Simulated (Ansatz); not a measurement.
# CrAu₄: do energies and stresses tell the same story?

All numbers below come from DFT r2SCAN, scalar-relativistic, plane waves, PAW (Ansatz 0.2.0).

Cutoff 500 eV; k points 10×10×10 on the computed 5-atom cell (Γ-centred); Gaussian smearing, width 0.10 eV; collinear spin from starting moments 4.18 0 0 0 0 μB.

Relaxed cell: I4/m, a = 6.478 Å, b = 6.478 Å, c = 4.080 Å, α = 90.00°, β = 90.00°, γ = 90.00°, 5 atoms in the primitive cell. Whether it is the stable form of this composition wasn't checked.

Energies at zero smearing and pressures from the stress tensor, at volumes with shape and atoms relaxed:
```tsv
V (Å³/atom)	E − E(first) (meV/atom)	P (GPa)
15.583	0.00	17.06
16.097	-43.30	10.22
16.610	-66.74	4.62
17.124	-73.96	0.01
17.638	-67.76	-3.78
18.151	-50.56	-6.87
```

Check P = −dE/dV between neighbouring volumes, and get the bulk modulus from the pressures alone.

With 1 eV/Å³ = 160.2 GPa:
| middle V (Å³/atom) | −ΔE/ΔV (GPa) | mean P (GPa) |
| --- | --- | --- |
| 15.840 | 13.505 | 13.638 |
| 16.353 | 7.310 | 7.417 |
| 16.867 | 2.250 | 2.317 |
| 17.381 | -1.933 | -1.882 |
| 17.895 | -5.365 | -5.324 |

The two differ by 0.13 GPa at most. The mean of two end pressures misses the average over a step by about ΔV² P″/12, up to 0.12 GPa here; with that taken off 0.02 GPa remains. The largest site moment goes from 3.62 to 3.89 μB along the series, which bends P(V). Around V = 17.124 Å³/atom, the two neighbours give B = −V ΔP/ΔV = 17.124 × 8.40 / 1.027 = 139.9 GPa, against B0 = 138.6 GPa from the Birch–Murnaghan fit of the energies.

The state reached may not be the lowest one. Spin-orbit coupling is left out, which matters for the bands of heavy elements. Only parallel moments were tried here.

Only this magnetic start was tried.